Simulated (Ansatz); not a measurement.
Given:

SnTePbSe:
```cif
data_Pb3Se3Sn3Te3
_chemical_formula_sum 'Sn3 Te3 Pb3 Se3'
_space_group_name_H-M_alt 'R3m :H'
_space_group_IT_number 160
_space_group_name_Hall 'R 3 -2"'
_cell_length_a 4.33949
_cell_length_b 4.33949
_cell_length_c 21.23358
_cell_angle_alpha 90.000
_cell_angle_beta 90.000
_cell_angle_gamma 120.000
loop_
_atom_site_label
_atom_site_type_symbol
_atom_site_symmetry_multiplicity
_atom_site_Wyckoff_symbol
_atom_site_fract_x
_atom_site_fract_y
_atom_site_fract_z
_atom_site_occupancy
Sn1 Sn 3 a 0.00000 0.00000 0.49378 1
Te1 Te 3 a 0.00000 0.00000 0.24764 1
Pb1 Pb 3 a 0.00000 0.00000 0.00523 1
Se1 Se 3 a 0.00000 0.00000 0.75334 1
```
(The calculation used a cell of 4 atoms; values per cell refer to that cell.)

This is the LDA-relaxed structure.

### Question
All from LDA in the plane-wave PAW code Ansatz, unless another level is named. Estimate the highest zone-centre frequency (without LO–TO term).

### Answer
126 cm⁻¹.

### Question
What about the bulk modulus (Birch–Murnaghan fit)?

### Answer
53.5 GPa.

The workflow started from a Materials Project entry (that database holds measured and hypothetical structures alike); the Crystallography Open Database copy checked does not list it. With Sn and Pb taken as one species the cell has the higher symmetry R-3m, so it may be an ordered model of a mixed-site phase. Whether it is the stable phase at ambient conditions was not checked. The LDA relaxation kept the symmetry of its start; of distortions, only those at the zone centre were tested. Scalar-relativistic: spin–orbit coupling is off unless named, which matters more the heavier the elements.

Potentials: the later of the program's two PAW sets.
